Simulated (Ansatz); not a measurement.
The calculation used Ansatz, DFT PBE, scalar-relativistic, plane waves, PAW. All cells share a 420 eV cutoff and Γ-centred k meshes spaced at most about 0.3 Å⁻¹ (about 0.25 or finer for metals, 2π included). No spin polarisation in the final relaxations.

These are static total energies at zero pressure.

Two relaxed structures of Ge8Mo3W:

A.

```
CELL_PARAMETERS angstrom
4.72096 0.00000 0.00000
0.00000 4.72096 0.00000
0.00000 0.00000 8.28665
ATOMIC_POSITIONS crystal
Ge 0.00000 0.50000 0.66224
Ge 0.00000 0.00000 0.16135
Ge 0.50000 0.50000 0.16179
Ge 0.50000 0.00000 0.66224
Ge 0.00000 0.50000 0.33776
Ge 0.00000 0.00000 0.83865
Ge 0.50000 0.50000 0.83821
Ge 0.50000 0.00000 0.33776
Mo 0.00000 0.50000 0.00000
Mo 0.50000 0.50000 0.50000
Mo 0.50000 0.00000 0.00000
W 0.00000 0.00000 0.50000
```

B.

```
CELL_PARAMETERS angstrom
2.36075 -4.14283 0.00000
2.36075 4.14283 0.00000
0.00000 0.00000 9.44263
ATOMIC_POSITIONS crystal
Ge 0.66203 0.33797 0.75043
Ge 0.16193 0.83807 0.50000
Ge 0.66203 0.33797 0.24957
Ge 0.16168 0.83832 0.00000
Ge 0.33797 0.66203 0.75043
Ge 0.83807 0.16193 0.50000
Ge 0.33797 0.66203 0.24957
Ge 0.83832 0.16168 0.00000
Mo 0.00000 0.00000 0.75032
Mo 0.00000 0.00000 0.24968
Mo 0.50000 0.50000 0.00000
W 0.50000 0.50000 0.50000
```

Question: Which arrangement of the elements on these sites is preferred, and by what margin?

Answer: They are level within the accuracy (under 1 meV/atom apart). The two share one framework of sites and differ in which element sits where. A has space group P4/mmm (No. 123), 15.4 Å³/atom and no gap on its mesh; B has space group Cmmm (No. 65), 15.4 Å³/atom and no gap. Counting Ge atoms around Mo and W (those within 1.25 times the shortest such distance or 1.15 times the sum of covalent radii), A and B both have Mo 10, W 10. In A, Ge on a site of symmetry 2mm is surrounded by 5 Ge at 2.69–2.78 Å, 2 W at 2.72 Å, 3 Mo at 2.72–2.80 Å and 4 Ge at 3.34 Å; Mo on a site of symmetry mmm is surrounded by 10 Ge at 2.71–2.80 Å and 4 Mo at 3.34 Å; around W lie 10 Ge at 2.72–2.81 Å and 4 Mo at 3.34 Å; 3 more sites not described. In B, around Ge on a site of symmetry m lie 5 Ge at 2.69–2.78 Å, 4 Mo at 2.71–2.80 Å, 1 W at 2.72 Å and 4 Ge at 3.34 Å; around Mo on a site of symmetry mm2 lie 10 Ge at 2.71–2.80 Å, 2 Mo at 3.34 Å and 2 W at 3.34 Å; W has 10 Ge at 2.72–2.80 Å and 4 Mo at 3.34 Å; 3 more sites not described. Both come from invented guesses.

For metals, differences of a few meV/atom aren't resolved. Spin–orbit coupling, which can matter for W, is left out. Cells relaxed within their symmetry can be saddle points.
